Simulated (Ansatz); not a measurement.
La3In:
```
CELL_PARAMETERS angstrom
      5.07501     0.00000     0.00000
      0.00000     5.07501     0.00000
      0.00000     0.00000     5.07501
ATOMIC_POSITIONS crystal
  La 0.50000 0.50000 0.00000
  La 0.00000 0.50000 0.50000
  La 0.50000 0.00000 0.50000
  In 0.00000 0.00000 0.00000
```

Relaxed with r²SCAN. Special points in fractions of this cell's reciprocal vectors: Γ (0.000, 0.000, 0.000); X (0.000, 0.500, 0.000); M (0.500, 0.500, 0.000); R (0.500, 0.500, 0.500).

Q: List the band energies nearest the Fermi level at these points for r²SCAN (plane waves, PAW; program Ansatz).

A: In eV from the Fermi level; about four levels below and three above (degenerate sets whole), none deeper than 8.9 eV; points with the same levels are listed once.

```tsv
k	below	above
Γ	-0.91 -0.91 -0.91 -0.86 -0.86	0.81 0.81 0.81
X	-1.42 -0.87 -0.87 -0.57	0.66 1.11 1.25
M	-4.87 -1.58 -1.47 -1.47	0.00 0.00 0.15
R	-5.66 -1.11 -1.11 -1.11	0.16 0.16 0.16
```

Space group Pm-3m (Cu3Au type). The workflow started from a Materials Project entry (that database holds measured and hypothetical structures alike); the Crystallography Open Database files this formula in space group No. 221, but the cells were not matched. Its standing as an ambient phase is unchecked. The cell was relaxed with r²SCAN under the symmetry of its start; whether a distortion lowers the energy is not shown. Spin–orbit coupling is left out wherever it is not named.

Potentials: the earlier of the program's two PAW sets.
